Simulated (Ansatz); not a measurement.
WSi$_{2}$ (MoSi2 type, space group I4/mmm)

```
WSi2
1.0
   -1.61458     1.61458     3.93362
    1.61458    -1.61458     3.93362
    1.61458     1.61458    -3.93362
W Si
1 2
Direct
  0.00000   0.00000   0.00000
  0.33458   0.33458   0.00000
  0.66542   0.66542   0.00000
```

The slice is a (001) plane (indices of the conventional cell) through the point (0.000, 0.000, 0.000) (fractional), spanned by u = [101] and v = [011] in vectors of this cell: u (3.23 Å) and v (3.23 Å, at 90° to u). It covers one period; positions are fractions (u, v).

All values below come from PBE (plane waves to 420 eV, PAW, scalar-relativistic; Ansatz, a first-principles code). k mesh 20×20×20. Near the nuclei the fields are pseudised (PAW); where an atom keeps semicore shells as valence, they peak there. Spin-orbit coupling is left out, though W is heavy. WSi2 is run without spin polarisation. WSi2 was relaxed with its symmetry unable to fall.

Three fields on this plane, each scaled to ten steps between its own extremes (0 low, 9 high; the total valence density on a logarithmic scale, the potential cut 8 eV below its top; x marks points blanked near nuclei; v = 0 in the bottom row):

Map A
```
|xxxxxxxx003575300xxxxxxx|
|xxxxxxxx013676310xxxxxxx|
|xxxxxxx21257875212xxxxxx|
|xxxxxxx22468886422xxxxxx|
|xxxxxx3235799975323xxxxx|
|xxxxx323578999875323xxxx|
|xxx2223578999998753222xx|
|000123578999999987532100|
|001245789999999998754210|
|233567899999999999876533|
|556789999998889999998765|
|777889999998889999998877|
|556789999998889999998765|
|233567899999999999876533|
|001245789999999998754210|
|000123578999999987532100|
|xxx2223578999998753222xx|
|xxxxx323578999875323xxxx|
|xxxxxx3235799975323xxxxx|
|xxxxxxx22468886422xxxxxx|
|xxxxxxx21257875212xxxxxx|
|xxxxxxxx013676310xxxxxxx|
|xxxxxxxx003575300xxxxxxx|
|xxxxxxxx002575200xxxxxxx|
```

Map B
```
|xxxxxxxx037999730xxxxxxx|
|xxxxxxxx047999740xxxxxxx|
|xxxxxxx01589998510xxxxxx|
|xxxxxxx03689998630xxxxxx|
|xxxxxx0147899987410xxxxx|
|xxxxx004678999876400xxxx|
|xxx0014678888888764100xx|
|000134677888888877643100|
|334567788777777788776543|
|777888888766666788888877|
|899999988765556788999999|
|999999988765556788999999|
|899999988765556788999999|
|777888888766666788888877|
|334567788777777788776543|
|000134677888888877643100|
|xxx0014678888888764100xx|
|xxxxx004678999876400xxxx|
|xxxxxx0147899987410xxxxx|
|xxxxxxx03689998630xxxxxx|
|xxxxxxx01589998510xxxxxx|
|xxxxxxxx047999740xxxxxxx|
|xxxxxxxx037999730xxxxxxx|
|xxxxxxxx037898730xxxxxxx|
```

Map C
```
|xxxxxxxx621000126xxxxxxx|
|xxxxxxxx621000126xxxxxxx|
|xxxxxxx95210001259xxxxxx|
|xxxxxxx84211111248xxxxxx|
|xxxxxx9642211122469xxxxx|
|xxxxx975322222223579xxxx|
|xxx9865432222222345689xx|
|666544333222222233344566|
|222222222222222222222222|
|111112222233333222221111|
|000011222233333222211000|
|000011222233333222211000|
|000011222233333222211000|
|111112222233333222221111|
|222222222222222222222222|
|666544333222222233344566|
|xxx9865432222222345689xx|
|xxxxx975322222223579xxxx|
|xxxxxx9642211122469xxxxx|
|xxxxxxx84211111248xxxxxx|
|xxxxxxx95210001259xxxxxx|
|xxxxxxxx621000126xxxxxxx|
|xxxxxxxx621000126xxxxxxx|
|xxxxxxxx621000126xxxxxxx|
```

Task: Assign the maps to these fields: electron localisation function (ELF); valence electron density; electrostatic potential energy of an electron, from the cell's mean.

Result: A is the electron localisation function (ELF); B is the electrostatic potential energy of an electron, from the cell's mean; C is the valence electron density.
